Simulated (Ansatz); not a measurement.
**Structures of Sb₂C₃: which is lowest?**

Plane-wave DFT in Ansatz with scalar-relativistic PAW potentials, cutoff 420 eV, Γ-centred meshes chosen by cell and gap, Gaussian smearing with energies taken to zero width. Every cell was relaxed (cell and atoms) in a run of its own, within the symmetry of its start. Functional: PBE.

Relaxed structures (starts from databases or built by putting these elements on another compound's sites):
A. P321, 5 atoms in the computed cell, a = 4.167 Å, c = 6.379 Å; sites (symmetry × multiplicity) Sb 3.. × 2, C .2. × 3; start: built
B. Fmmm, 10 atoms in the computed cell, a = 7.654 Å, b = 8.780 Å, c = 9.387 Å; sites (symmetry × multiplicity) Sb 222 × 8 + m2m × 8, C .m. × 16 + 2mm × 8; start: built

Problem. Rank them by energy. Could pressure change the order?

Solution.
| structure | group | E − E(lowest) (meV/atom) | V (Å³/atom) | gap on mesh (eV) |
| --- | --- | --- | --- | --- |
| B | Fmmm | 0.0 | 15.77 | 0.00 |
| A | P321 | 116 | 19.19 | 0.00 |

B is lowest, 116 meV/atom under A. The lowest is also the densest of these, so pressure wouldn't bring one of the others in at first order. Other structures may lie lower than all of these, and vibrations aren't counted.

Spin-orbit coupling is left out, which matters for the bands of heavy elements.